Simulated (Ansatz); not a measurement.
InCu:
```xyz
4
Lattice="4.1575 0.0000 0.0000 -2.0787 3.6005 0.0000 0.0000 0.0000 4.8837" Properties=species:S:1:pos:R:3 pbc="T T T"
In     0.0000     2.4003     1.2209
In     2.0787     1.2002     3.6628
Cu     0.0000     0.0000     2.4418
Cu     0.0000     0.0000     0.0000
```

Relaxed with PBEsol. Special points in fractions of this cell's reciprocal vectors: Γ (0.000, 0.000, 0.000); M (0.500, 0.000, 0.000); K (0.333, 0.333, 0.000); A (0.000, 0.000, 0.500); L (0.500, 0.000, 0.500); H (0.333, 0.333, 0.500).

**Question.** List the band energies nearest the Fermi level at these points for plane-wave PAW PBEsol (Ansatz code).

**Answer.** In eV from the Fermi level; about four levels below and three above (degenerate sets whole), none deeper than 8.9 eV; points with the same levels are listed once.

| k | below | above |
|---|---|---|
| Γ | -2.94 -2.94 -2.43 -2.43 -0.47 | 2.40 2.40 3.81 3.81 |
| M | -2.44 -2.42 -0.91 -0.34 | 0.05 0.85 2.34 |
| K | -2.91 -2.91 -2.45 -2.44 -2.44 | 0.27 1.51 1.51 |
| A | -3.06 -3.06 -3.06 -3.06 | 3.76 3.76 3.76 3.76 |
| L | -2.86 -2.86 -2.46 -2.46 | 1.63 1.63 3.21 3.21 |
| H | -1.98 -1.98 -1.60 -1.60 | 8.14 8.14 9.41 9.41 |

Space group P6_3/mmc (NiAs type). The workflow started from a Materials Project entry (that database holds measured and hypothetical structures alike); the Crystallography Open Database copy checked does not list it. Whether it is the stable phase at ambient conditions was not checked. The cell was relaxed with PBEsol under the symmetry of its start; its stability against distortions is not shown here. No spin polarisation was allowed. Spin–orbit coupling is left out wherever it is not named.

Potentials: the later of the program's two PAW sets.
